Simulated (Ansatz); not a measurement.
Relaxed-ion elastic tensor of NbN$_{3}$ (ReO3 type, Pm-3m) in GPa (Voigt order), DFT-r²SCAN in the program Ansatz with PAW potentials; density 3.23 g/cm³, 17.36 Å³ per atom.

|  | 1 | 2 | 3 | 4 | 5 | 6 |
|---|---|---|---|---|---|---|
| 1 | 233 | 62.1 | 62.1 | 0.0 | 0.0 | 0.0 |
| 2 | 62.1 | 233 | 62.1 | 0.0 | 0.0 | 0.0 |
| 3 | 62.1 | 62.1 | 233 | 0.0 | 0.0 | 0.0 |
| 4 | 0.0 | 0.0 | 0.0 | 19.5 | 0.0 | 0.0 |
| 5 | 0.0 | 0.0 | 0.0 | 0.0 | 19.5 | 0.0 |
| 6 | 0.0 | 0.0 | 0.0 | 0.0 | 0.0 | 19.5 |

Q: Is the crystal mechanically stable?

A: Yes: the smallest eigenvalue of C is 19.5 GPa.

Q: Work out the Voigt, Reuss and Hill averages.

A: K_V = 119, K_R = 119, K_H = 119; G_V = 45.9, G_R = 28.2, G_H = 37.1 GPa.

Q: Give Young's modulus, Poisson's ratio, Pugh's ratio and the universal anisotropy index.

A: E = 9KG/(3K + G) = 101 GPa; ν = 0.36; K/G = 3.22 (ductile by the Pugh limit of 1.75); A_U = 5G_V/G_R + K_V/K_R − 6 = 3.15.

Q: Estimate the sound speeds and the Debye temperature.

A: v_l = √((K + 4G/3)/ρ) = 7230 m/s, v_t = √(G/ρ) = 3390 m/s, mean 3820 m/s; Θ = (h/k)(3n/4πV)^(1/3) v_m = 439 K.

The start of the workflow was typed in or built on a structure type; neither database checked (COD, Materials Project) lists it. Its standing as an ambient phase is unchecked. The cell was relaxed with r²SCAN under the symmetry of its start, as lowered by the spin order; its stability against distortions is not shown here. The final state is ferrimagnetic, chosen from 5 collinear starts compared on coarse meshes (ties went to the first, and starts can fall back to one state), not a proven ground state. Its formation energy is positive at this level, so the cell may be metastable or incomplete. Other orbital occupations within this spin state were not tried. No Hubbard U is applied. As this level gives no gap, shear constants depend on the k-mesh and smearing (Fermi–Dirac, 0.1 eV here).

Potentials: the later of the program's two PAW sets.
